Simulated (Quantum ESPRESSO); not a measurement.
# Moving one atom in Ge7

These are calculations, not measurements. They come from pw.x of Quantum ESPRESSO 7.5, a plane-wave density functional program, with PseudoDojo standard norm-conserving files (v0.5 for PBE, v0.4.1 for LDA and PBEsol). The cells are made up: elements, strain and atom displacements were drawn at random, and nothing was relaxed. There is no spin polarisation, spin-orbit coupling or dispersion term.

The cell has 8 sites of a zincblende or diamond lattice. Sites 1 to 4 hold Ge Ge Ge Ge; sites 5 to 8 hold Ge Ge Ge empty. Cell vectors in Å: (5.773, 0.000, 0.000); (0.000, 5.773, 0.000); (0.000, 0.000, 5.773). Settings: PBE, cutoff 1061 eV, 6 x 6 x 6 k mesh shifted by half a step, Fermi-Dirac smearing of 0.1 eV.

Each run shifts the Ge atom on site 1 along x and leaves all else fixed. Site 6 is one of its nearest neighbours. E is the free energy of the cell above the lowest run shown.

| run | shift (Å) | Fx on site 1 (eV/Å) | Fx on site 6 (eV/Å) | P (GPa) | E (meV) |
| --- | --- | --- | --- | --- | --- |
| 1 | -0.1130 | 0.158 | -0.425 | -0.86 | 1.6 |
| 2 | -0.0995 | 0.074 | -0.392 | -0.84 | 0.0 |
| 4 | 0.0157 | -0.656 | -0.089 | -0.54 | 33.3 |
| 5 | 0.0585 | -0.930 | 0.033 | -0.39 | 67.2 |
| 6 | 0.0816 | -1.079 | 0.100 | -0.30 | 90.4 |
| 7 | 0.1310 | -1.394 | 0.247 | -0.09 | 151.5 |
| 3 | -0.0362 | ? | ? | ? | ? |

A rerun of one of these cells at 1347 eV and k mesh 8 x 8 x 8 moved values by no more than 0.004 eV in the cell's energy, 0.02 GPa in stress and 0.003 eV/Å in force.

## Worked fit

A parabola through the six runs shown gives Fx on site 1 = -0.557 - 6.36 u - 0.3 u² eV/Å, with u in Å and a scatter of 0.002 eV/Å. Minus the slope, 6.36 ± 0.04 eV/Å², is this atom's force constant along x at u = 0, with its periodic images moving too. The fitted force vanishes at u = -0.088 Å, where the energy should be lowest along this line. The error is the larger of the fit's own and the change that a cubic makes, rounded up.

## Withheld run

Question: what Fx on site 1 should run 3 give?

The fit gives -0.327 eV/Å. The calculation gave -0.324 eV/Å.

| run | shift (Å) | Fx on site 1 (eV/Å) | Fx on site 6 (eV/Å) | P (GPa) | E (meV) |
| --- | --- | --- | --- | --- | --- |
| 3 | -0.0362 | -0.324 | -0.230 | -0.70 | 7.9 |